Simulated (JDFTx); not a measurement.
Reference run:

System: Ru(0001) (P6_3/mmc bulk; lattice of mp-33, not re-optimised at this level), 1x1 cell of 4 atoms in 4 planes, area 6.35 Å² a face, 6.4 Å between the outermost planes in a cell 22.4 Å high; k mesh 10×10×1, Fermi width 0.003 Ha, no spin polarisation. Neither spin polarisation nor a larger cell was tried.

The reference is PBE, GBRV ultrasoft potentials, plane waves to 20/100 Ha; code: a modified build of JDFTx. Unrelaxed; liquid: CANDLE, water, 1 M NaF. SHE scale: U = −μ/e − 4.44 V, by convention.

```csv
run,"F per atom, vacuum (eV)",TS per atom (eV),k states,plane waves per k,work function (eV),U_pzc (V)
run 1,-2585.509,1.229,14,4100,5.04,0.27
run 2,-2584.937,0.076,14,4100,5.06,0.30
run 3 (reference),-2584.913,0.028,14,4100,5.07,0.31
```

Problem. One setting differs between these runs. Which?
A. plane-wave cutoffs
B. Fermi smearing width
C. functional
D. k mesh

Solution. B, Fermi smearing width. The values, in order: 0.02 Ha; 0.005 Ha; 0.003 Ha.
